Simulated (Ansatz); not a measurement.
A relaxed cell of Ni (Fm-3m (No. 225)), relaxed on a k-mesh at least as fine as the one used below. All values below come from r2SCAN (plane waves to 500 eV, PAW, scalar-relativistic; Ansatz, a program for electronic structure). Γ-centred k-mesh 8×16×16 on the run's cell (coarser than for final values), Fermi–Dirac smearing 0.05 eV.

```
CELL_PARAMETERS angstrom
      0.00000     3.47979     3.47979
      1.73990     0.00000     1.73990
      1.73990     1.73990     0.00000
ATOMIC_POSITIONS crystal
  Ni 0.00000 0.00000 0.00000
  Ni 0.50000 0.00000 0.00000
```
Spin-polarised start, with parallel moments on Ni.

The atoms are displaced by (Å):

| atom | ux | uy | uz |
|---|---|---|---|
| Ni1 | 0.002 | 0.077 | -0.070 |
| Ni2 | -0.080 | -0.059 | 0.095 |

What forces (eV/Å) and pressure result?


```tsv
atom	Fx	Fy	Fz
Ni1	-0.55	-0.07	0.75
Ni2	0.55	0.07	-0.75
```

Pressure +2.0 GPa.

Estimate the energy cost of the displacement in the harmonic approximation and compare with the calculation.

For a harmonic well ΔE = −½ Σ F·u = 0.089 eV a cell, or 44 meV/atom. The calculated energy relative to the undisplaced cell is +0.04 eV/atom, so the harmonic estimate holds well.

Spin state reached: ferromagnetic (net 0.74 μB/atom), from parallel starting moments; other spin orders were not run from this start. r2SCAN tends to overstate moments in metals.

The run that gave the undisplaced cell could not lose the symmetry of its start; a randomly shaken copy of 2 atoms returns to this structure.
